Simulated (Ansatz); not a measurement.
## Stationary points along a deformation path in BaTiO3

Computed with Ansatz 0.2.0, DFT r2SCAN, scalar-relativistic, plane waves, PAW. The runs took a 500 eV cutoff, a Γ-centred 8×8×8 mesh and Gaussian smearing (0.05 eV). No spin polarisation. Energies are free energies at this smearing, counted from the undisturbed cell; pressure is positive in compression.

The undisturbed cell (relaxed at this level; it needn't be the usual structure):

```yaml
crystal:
  lattice:
    - [3.99397, 0.00000, 0.00000]
    - [0.00000, 3.99397, 0.00000]
    - [0.00000, 0.00000, 3.99410]
  atoms:
    - { symbol: Ba, position: [0.00000, 0.00000, 0.00000] }
    - { symbol: Ti, position: [0.50000, 0.50000, 0.50000] }
    - { symbol: O, position: [0.50000, 0.50000, 0.00000] }
    - { symbol: O, position: [0.50000, 0.00000, 0.50000] }
    - { symbol: O, position: [0.00000, 0.50000, 0.50000] }
```

At fixed volume and fractional coordinates, lengths along (0.000, 0.000, 1.000) are scaled against those across it; ρ is that ratio over its starting value. V = 12.743 Å³/atom. Δσ is the stress along the axis less the mean stress across it (compression positive).

```
    ρ  ΔE (meV/atom)  Δσ (GPa) space group
0.650         1857.6    218.69       P4/mmm
0.707         1048.2    147.10       P4/mmm
0.780          456.9     83.47       P4/mmm
0.850          170.9     44.41       P4/mmm
0.920           40.4     19.22       P4/mmm
0.960            9.2      8.71       P4/mmm
1.000            0.0     -0.01        Pm-3m
1.050           12.3     -9.34       P4/mmm
1.100           45.7    -17.70       P4/mmm
1.200          163.4    -33.49       P4/mmm
1.300          338.9    -49.54       P4/mmm
1.414          602.1    -69.15       P4/mmm
1.500          843.1    -85.11       P4/mmm
```

Q: How does the stress give the slope of the energy, and where is the energy stationary?

A: Along the path d ln(length) is 2/3 d ln ρ on the axis and −1/3 d ln ρ across it, so dE/d ln ρ = −(2/3) V Δσ: the energy falls with ρ where Δσ is positive. Δσ vanishes or changes sign at ρ = 1.000 (Pm-3m), a minimum at 0.0 meV/atom. Pairs of stationary points between two samples would go unseen, and could change a minimum read from distant neighbours into a maximum. At ρ = 1.000 the cell is cubic, where symmetry alone makes the stress isotropic and the slope zero.

Q: Which shear constant sets the curvature at ρ = 1?

A: For a cubic crystal E/V = (2/3) C (ln ρ)² with C = C′ = (C11 − C12)/2, so Δσ = −2C ln ρ. The parabola of Δσ against ln ρ through ρ = 0.960, 1 and 1.050 gives C ≈ 102 GPa with the ions clamped, rough because the steps are large.

Q: Integrate that slope from ρ = 1 to 0.850 by the trapezoid rule.

A: With V/N in Å³ and 1 eV/Å³ = 160.2 GPa the slopes at ρ = 1.000, 0.960, 0.920, 0.850 are 0, -462, -1019, -2355 meV/atom per unit of ln ρ. The steps add 9.4 + 31.5 + 133.5 = 174.4 meV/atom, against 170.9 from the energies; the trapezoid rule misses the curvature of the slope within each step.

Symmetry holds off the tilts and polar distortions that many cubic perovskites undergo.

Cost: 13 runs of about 2.6 core-minutes in all, on Intel Xeon 6975P-C (Granite Rapids) (shared hosts).